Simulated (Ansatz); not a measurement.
Values for one crystal, relaxed and computed with plane-wave PAW r²SCAN (Ansatz code); other levels are named.

| Property | Value |
|---|---|
| Volume per atom | 14.81 Å³ |
| Band gap | 5.13 eV (indirect) |
| Debye temperature from the elastic constants | 284 K |
| Poisson's ratio | 0.09 |
| Dynamical stability on the path | stable (no imaginary branch) |
| HSE06 gap on the r²SCAN cell | 6.45 eV |
| Hole effective mass | 2.2, 2.8, 3.3 mₑ (principal values) |

Q: Pick the material that matches.
(A) Cs3CoF6, Fm-3m (Cs on 8c, Cs on 4b, Co on 4a, F on 24e)
(B) InF3, R-3c (In on 6b, F on 18e)
(C) V2O5, Pmmn (V on 4e, O on 2a, O on 4e, O on 4e)
(D) KZnF3, cubic perovskite

A: B, InF3, R-3c (In on 6b, F on 18e)

The workflow started from a Materials Project entry (that database holds measured and hypothetical structures alike); the Crystallography Open Database files this formula in space group No. 167, but the cells were not matched. Its standing as an ambient phase is unchecked. The r²SCAN relaxation kept the symmetry of its start. Spin–orbit coupling is left out wherever it is not named.

Potentials: the later of the program's two PAW sets.
